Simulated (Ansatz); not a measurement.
This cell of Te (trigonal-Te type, space group P3_121) is off equilibrium:

```
CELL_PARAMETERS angstrom
      4.52111     0.00000     0.00000
     -2.26056     3.91540     0.00000
      0.00000     0.00000     5.95492
ATOMIC_POSITIONS crystal
  Te 0.26812 0.00000 0.33333
  Te 0.11832 0.37795 0.66667
  Te 0.73188 0.73188 0.00000
```

All values below come from PBE (plane waves to 420 eV, PAW, scalar-relativistic; Ansatz, an electronic-structure program). k mesh 7×7×5 (Γ-centred), Fermi-Dirac smearing 0.05 eV. The energy includes the smearing's −TS. Compression counts positive. As the smearing reaches across the gap at some points, energies and forces of such displacements shift with the k mesh and the smearing. Spin-orbit coupling is left out, though Te is heavy. Te was relaxed with its symmetry unable to fall. The PAW data are Ansatz's earlier set.

What forces act on the atoms (eV/Å, Cartesian)?


```tsv
atom	Fx	Fy	Fz
Te1	0.423	0.517	0.173
Te2	-0.519	-0.533	-0.166
Te3	0.097	0.016	-0.007
```

What is the stress tensor (GPa)?


```
    0.6      0.3      0.7
    0.3     -1.3      1.0
    0.7      1.0      0.1
```
The pressure, a third of the trace, is -0.2 GPa.

In it atom 2 sits (0.287, 0.430, 0.000) Å away from its relaxed site. What is its energy relative to the relaxed cell?

236 meV/cell.

(A displaced cell: forces are minus the slopes of the energy, force constants its curvatures, and phonons follow from these.)
